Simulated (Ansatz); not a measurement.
GaCo: field gradients at two levels of theory

Cell: a COD entry, whose atoms a relaxation with PBE at fixed cell left in place.

```
CELL_PARAMETERS angstrom
2.87800 0.00000 0.00000
0.00000 2.87800 0.00000
0.00000 0.00000 2.87800
ATOMIC_POSITIONS crystal
Ga 0.50000 0.50000 0.50000
Co 0.00000 0.00000 0.00000
```

Sites (sets of like atoms) are named by element and the number of their first atom in this list.

First run. The numbers come from a DFT calculation in Ansatz (PBE, plane waves and PAW, scalar-relativistic, collinear spin, 420 eV cutoff, Γ-centred 11×11×11 k-points, Fermi–Dirac smearing 0.05 eV). Start moments as typed (μB): 2 on each Co, none on the rest.

```csv
site,atom,V_zz (10²¹ V/m²),η,m (μB)
Co,2,0.00,–,0.00
```

Second run. The same atoms and settings, except that the functional is r2SCAN and the cutoff is 500 eV.

Problem. What does the second run give?

Solution. 

| site | atom | V_zz | η | change of V_zz | m (μB) |
| --- | --- | --- | --- | --- | --- |
| Co | 2 | 0.00 | – | 0.00 | 0.52 |

No V_zz moves by more than 0.01. Other sites without a gradient aren't listed. The absolute magnetisation of the cell goes from 0.0 to 0.6 μB.

For the first run: The start moments die out, and the run ends without spin.
For the second run: At this cell the r2SCAN pressure is -5 GPa, with principal stresses up to 5 GPa in size, so it isn't the equilibrium cell of r2SCAN. The program didn't check the stability of this electronic state in full, so a lower one may lie near. The run lost most of its start moments on Co; a state with other moments may lie lower. The magnetic order is the one that the run reached from its start moments, not necessarily the measured one (the real compound may not order at all).
